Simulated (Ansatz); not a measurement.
Relaxed ZnSe (zinc blende):

```
ZnSe
1.0
    0.00000     5.73301     5.73301
    2.86650     0.00000     2.86650
    2.86650     2.86650     0.00000
Se Zn
2 2
Direct
  0.37500   0.75000   0.75000
  0.87500   0.75000   0.75000
  0.00000   0.00000   0.00000
  0.50000   0.00000   0.00000
```

In this cell atom 2 (Se, nearest neighbour Zn at 2.482 Å; its periodic images, 4.1 Å or more away, move with it) is moved by u·(1.000, 0.000, 0.000) + v·(0.000, 1.000, 0.000); the rest is frozen.

Level of theory: PBE (plane waves to 420 eV, PAW, scalar-relativistic; Ansatz, an electronic-structure program). k mesh 4×8×8 (Γ-centred), Fermi-Dirac smearing 0.05 eV. E stands for the smeared free energy. ZnSe was relaxed with its symmetry unable to fall.

Changes of ΔE (meV/cell) from the point u = 0.000 Å, v = 0.000 Å when one coordinate moves alone (two changes are said to add if the coupling is within 5 % of the smaller one, nearly so within 20 %):

```json
[
 {"point": "u = 0.000 Å, v = -0.370 Å", "change": "421.7"},
 {"point": "u = 0.000 Å, v = -0.185 Å", "change": "107.1"},
 {"point": "u = -0.370 Å, v = 0.000 Å", "change": "413.3"},
 {"point": "u = -0.185 Å, v = 0.000 Å", "change": "105.9"},
 {"point": "u = 0.185 Å, v = 0.000 Å", "change": "107.1"},
 {"point": "u = 0.370 Å, v = 0.000 Å", "change": "421.7"},
 {"point": "u = 0.000 Å, v = 0.185 Å", "change": "105.9"},
 {"point": "u = 0.000 Å, v = 0.370 Å", "change": "413.3"}
]
```

Q: What is the change at u = -0.370 Å, v = 0.185 Å, where both move, and how far is it from the sum?

A: The sum of the single changes is 413.3 + (105.9) = 519.2; the calculation gives 603.0, so the coupling contributes 83.8 (over 20 % of the smaller single change, not additive).

Q: What is the change at u = -0.185 Å, v = -0.370 Å, where both move, and how far is it from the sum?

A: The sum of the single changes is 105.9 + (421.7) = 527.6; the calculation gives 516.3, so the coupling contributes -11.3 (under 20 % of the smaller single change, nearly additive).

Q: Do the two effects add at u = 0.185 Å, v = 0.185 Å? Give the computed change.

A: The sum of the single changes is 107.1 + (105.9) = 213.0; the calculation gives 199.0, so the coupling contributes -14.0 (under 20 % of the smaller single change, nearly additive).

(A displaced cell: forces are minus the slopes of the energy, force constants its curvatures, and phonons follow from these.)
